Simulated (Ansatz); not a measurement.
Ansatz input file:

```yaml
crystal:
  lattice:
    - [5.940395, 0.0, 0.0]
    - [0.0, 5.940395, 0.0]
    - [0.0, 0.0, 5.940395]
  atoms:
    - { symbol: Ga, position: [0.260721, 0.260721, 0.260721] }
    - { symbol: Ga, position: [0.260721, 0.739279, 0.739279] }
    - { symbol: Ga, position: [0.739279, 0.260721, 0.739279] }
    - { symbol: Ga, position: [0.739279, 0.739279, 0.260721] }
    - { symbol: Bi, position: [0.0, 0.0, 0.0] }
    - { symbol: As, position: [0.5, 0.5, 0.0] }
    - { symbol: As, position: [0.5, 0.0, 0.5] }
    - { symbol: As, position: [0.0, 0.5, 0.5] }
basis:
  ecutwfc: 500
kpoints:
  mp_grid: { grid: [4, 4, 4] }
hamiltonian:
  xc: r2scan
scf:
  occupations: { method: gaussian, width: 0.1 }
output:
  forces: true
  stress: true
  eigenvalues: true
```

Run as
```bash
ansatz run input.yaml --threads 2 --pin off --max-ram 5120MiB --backend cpu --events-out ev --progress --plain --runs-dir out
```

Computed with Ansatz 0.2.0, DFT r2SCAN, scalar-relativistic, plane waves, PAW.

Part of what the program printed, abridged (iterations and final results):

```
SCF iter   1: F=—  HF=-42168.047665 eV  |F-HF|=—  |Δ(HF+E_count)|=         —  Δρ=7.18e-3  dr2=4.10e-2  dr2_τ=1.19e-2  ethr=1.77e-3  ⟨swp⟩=6.5  Hψ=2756  notcnv=0
SCF iter   2: F=—  HF=-42168.074527 eV  |F-HF|=—  |Δ(HF+E_count)|=   2.69e-2  Δρ=2.10e-3  dr2=5.49e-3  dr2_τ=1.35e-4  ethr=3.66e-5  ⟨swp⟩=2.0  Hψ=1413  notcnv=0  defer=57
SCF iter   3: F=—  HF=-42168.074849 eV  |F-HF|=—  |Δ(HF+E_count)|=   3.22e-4  Δρ=1.58e-3  dr2=2.39e-3  dr2_τ=2.07e-5  ethr=4.90e-6  ⟨swp⟩=2.0  Hψ=971  notcnv=0  defer=37
automatic band count: iteration 3 solves 66 bands in place of 68: the levels show a gap, and the empty bands left out lie too high to hold charge; the band table lists the bands solved (type scf.n_extra_bands for more)
SCF iter   4: F=—  HF=-42168.075240 eV  |F-HF|=—  |Δ(HF+E_count)|=   3.91e-4  Δρ=5.32e-4  dr2=3.74e-4  dr2_τ=4.30e-6  ethr=2.13e-6  ⟨swp⟩=2.0  Hψ=1184  notcnv=0  defer=37
SCF iter   5: F=—  HF=-42168.075222 eV  |F-HF|=—  |Δ(HF+E_count)|=   1.78e-5  Δρ=1.17e-4  dr2=2.79e-5  dr2_τ=4.54e-7  ethr=3.34e-7  ⟨swp⟩=2.0  Hψ=1184  notcnv=0  defer=37
SCF iter   6: F=—  HF=-42168.075204 eV  |F-HF|=—  |Δ(HF+E_count)|=   1.86e-5  Δρ=3.40e-5  dr2=3.46e-6  dr2_τ=3.64e-8  ethr=2.49e-8  ⟨swp⟩=2.0  Hψ=772  notcnv=0  defer=37
SCF iter   7: F=—  HF=-42168.075206 eV  |F-HF|=—  |Δ(HF+E_count)|=   2.05e-6  Δρ=8.20e-6  dr2=1.81e-7  dr2_τ=1.71e-9  ethr=3.09e-9  ⟨swp⟩=3.0  Hψ=1028  notcnv=0  defer=37
SCF iter   8: F=-42168.075206 eV  HF=-42168.075206 eV  |F-HF|=2.79e-9  |Δ(HF+E_count)|=   4.51e-8  Δρ=1.96e-6  dr2=9.75e-9  dr2_τ=1.29e-10  ethr=8.93e-11  ⟨swp⟩=9.3  Hψ=2872  notcnv=0
SCF 1 converged in 8 iterations: F = -42168.075206 eV  dr2 = 9.75e-9
SCF converged after 8 iterations
Free energy (F): -42168.075206 eV
Harris-Foulkes:  -42168.075206 eV  (|F-HF|=2.79e-9)
Internal energy: -42168.072794 eV  (E = F + TS)
E sigma→0 (E₀):  -42168.074000 eV
Entropy (-TS):   -0.002411 eV (-0.301 meV/atom)
Fermi energy:    7.250699 eV
--- Per-component energies (eV) ---
  E_band       = -1285.935925
  E_kinetic    = 1066.022321
  E_local      = -16070.202493  (includes V_loc(G=0)·N_el)
  E_nonlocal   = 256.532052
  E_hartree    = 7701.780078
  E_xc         = -607.826672
  E_vxc        = -640.793636  (∫ρ·V_xc dr)
  E_paw        = -24248.765245  (= ΣΔE_a)
  E_vpaw       = -1337.537680  (= ΣTr[D̂ρ^β])
  E_aug_tail   = -0.000455  (compensation charges beyond the density's cutoff)
  E_vtau       = 36.483005  (kinetic-family band-sum trace: ∫τ·v_τ [+ j·A + Jᵃ·Aᵃ] dr)
  E_ewald      = -10259.503425
  E_core_change = -6.108955  (= ΣΔE_core)
  E_smearing   = -0.002411  (= −TS)
--- Forces (eV/Å), atoms counted from 1 ---
  atom   1  Ga     0.03380499     0.03380499     0.03380499
  atom   2  Ga     0.03380499    -0.03380499    -0.03380499
  atom   3  Ga    -0.03380499     0.03380499    -0.03380499
  atom   4  Ga    -0.03380499    -0.03380499     0.03380499
  atom   5  Bi     0.00000000     0.00000000     0.00000000
  atom   6  As     0.00000000     0.00000000     0.00000000
  atom   7  As     0.00000000     0.00000000     0.00000000
  atom   8  As     0.00000000     0.00000000     0.00000000
--- Stress (GPa, compression-positive) ---
       -2.754551       0.000000       0.000000
        0.000000      -2.754551       0.000000
        0.000000       0.000000      -2.754551
  P = ⅓ Tr σ = -2.7546 GPa (-27.546 kbar)
--- Band table (eV; the first three rows and the last of 10) ---
  k-point 0: bands = ["-28.8346", "-28.8346", "-28.8346", "-28.8333", "-28.8333", "-28.8333", "-28.8283", "-28.8277", "-28.8277", "-28.8234", "-28.8234", "-28.8234", "-28.8162", "-28.8162", "-28.8155", "-15.6305", "-15.6305", "-15.6305", "-15.5802", "-15.5802", "-8.2418", "-8.2278", "-8.2278", "-8.1508", "-8.1508", "-8.1508", "-8.1192", "-8.1192", "-8.1192", "-8.1115", "-8.1115", "-8.1115", "-8.1041", "-8.1041", "-8.1041", "-8.0890", "-8.0890", "-8.0814", "-8.0814", "-8.0814", "-5.5534", "-3.4573", "-3.4573", "-3.2901", "0.4165", "0.4165", "0.4165", "4.4738", "4.4738", "4.4738", "4.6667", "4.6667", "4.6667", "6.8660", "7.2202", "7.2202", "7.2202", "8.5532", "8.8251", "8.8251", "8.8251", "9.0 ...
  k-point 1: bands = ["-28.8346", "-28.8344", "-28.8344", "-28.8334", "-28.8334", "-28.8333", "-28.8282", "-28.8278", "-28.8277", "-28.8234", "-28.8233", "-28.8233", "-28.8162", "-28.8161", "-28.8156", "-15.6306", "-15.6306", "-15.6305", "-15.5802", "-15.5800", "-8.2346", "-8.2250", "-8.2201", "-8.1650", "-8.1462", "-8.1462", "-8.1257", "-8.1236", "-8.1236", "-8.1147", "-8.1140", "-8.1140", "-8.1021", "-8.0999", "-8.0999", "-8.0905", "-8.0888", "-8.0834", "-8.0834", "-8.0821", "-5.3364", "-3.9036", "-3.4434", "-3.3186", "0.4915", "0.4915", "1.1920", "4.1431", "4.1431", "4.2142", "4.2331", "4.8172", "4.8172", "5.0622", "6.6184", "6.6184", "8.5506", "9.0139", "9.3518", "9.8176", "9.8176", "9.9 ...
  k-point 2: bands = ["-28.8346", "-28.8340", "-28.8340", "-28.8339", "-28.8339", "-28.8333", "-28.8281", "-28.8279", "-28.8277", "-28.8234", "-28.8234", "-28.8234", "-28.8162", "-28.8159", "-28.8157", "-15.6306", "-15.6306", "-15.6305", "-15.5802", "-15.5799", "-8.2269", "-8.2222", "-8.2008", "-8.1906", "-8.1364", "-8.1364", "-8.1331", "-8.1331", "-8.1329", "-8.1182", "-8.1160", "-8.1160", "-8.0979", "-8.0951", "-8.0951", "-8.0941", "-8.0886", "-8.0866", "-8.0866", "-8.0827", "-4.7434", "-4.7137", "-3.4294", "-3.3026", "0.5747", "0.5747", "2.7505", "2.9059", "3.8025", "3.8025", "4.0278", "4.1996", "5.2459", "5.2459", "5.8983", "5.8983", "8.9285", "9.3283", "9.9478", "10.4271", "11.4091", "1 ...
  k-point 9: bands = ["-28.8341", "-28.8341", "-28.8341", "-28.8338", "-28.8338", "-28.8338", "-28.8279", "-28.8279", "-28.8279", "-28.8236", "-28.8232", "-28.8232", "-28.8159", "-28.8159", "-28.8159", "-15.6308", "-15.6308", "-15.6308", "-15.5797", "-15.5797", "-8.2119", "-8.2055", "-8.2055", "-8.2055", "-8.1416", "-8.1416", "-8.1416", "-8.1376", "-8.1376", "-8.1275", "-8.1275", "-8.1275", "-8.0920", "-8.0920", "-8.0920", "-8.0856", "-8.0856", "-8.0856", "-8.0823", "-8.0823", "-4.0665", "-4.0665", "-4.0665", "-3.9424", "0.3932", "0.7921", "0.7921", "0.7921", "5.5446", "5.5446", "5.8174", "5.8174", "5.8174", "6.5869", "6.5869", "6.5869", "7.7720", "7.7720", "7.7720", "8.2202", "11.6120", "11 ...
```

The run converged.

Time: 12 s on 2 threads of Arm Neoverse V2, with other jobs on the host, peak memory 0.82 GiB.

The k mesh is coarse. Spin–orbit coupling is left out, which can shift energies with elements as heavy as these.